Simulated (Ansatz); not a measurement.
**ZrSnSe$_{3}$: computed properties**

Method: DFT PBE, scalar-relativistic, plane waves, PAW (Ansatz 0.2.0).

Plane waves to 420 eV, a k mesh through Γ of 8×8×8 on the computed 5-atom cell and Gaussian smearing (0.10 eV); no spin polarisation.

The structure is relaxed at this level of theory with its symmetry kept, and needn't be the ground state of this composition.

```cif
data_structure
_symmetry_space_group_name_H-M 'Pm-3m'
_symmetry_Int_Tables_number 221
_cell_length_a 5.2193
_cell_length_b 5.2193
_cell_length_c 5.2193
_cell_angle_alpha 90.000
_cell_angle_beta 90.000
_cell_angle_gamma 90.000
_cell_volume 142.18
loop_
_atom_site_label
_atom_site_type_symbol
_atom_site_symmetry_multiplicity
_atom_site_Wyckoff_symbol
_atom_site_fract_x
_atom_site_fract_y
_atom_site_fract_z
_atom_site_occupancy
Zr1 Zr 1 a 0.00000 0.00000 0.00000 1
Sn1 Sn 1 b 0.50000 0.50000 0.50000 1
Se1 Se 3 d 0.50000 0.00000 0.00000 1
```

| Item | Value |
| --- | --- |
| Space group | Pm-3m (No. 221) |
| Volume per atom | 28.44 Å³ |
| Formation energy from the elements' standard states (uncorrected) | -0.585 eV/atom |
| Kohn–Sham band gap | zero, with almost no states at the Fermi level |
| Density of states at the Fermi level | 0.0 states/eV per cell |
| Orbital (Löwdin) character within 0.5 eV of the Fermi level | Sn 5p 42 %, Se 4p 38 %, Zr 4d 17 % |
| Bader charge by site (e) | Zr (1 in the cell) 1.93, Sn (1 in the cell) 1.03, Se (3 in the cell) -0.98 |

Another cell of ZrSnSe3 relaxed alike, in P4mm, lies 205 meV/atom lower, so this cell isn't the stable form at this level.

The cell was found from a structure generator's guess, not taken from experiment. Löwdin shares on free-atom orbitals overweight diffuse shells.
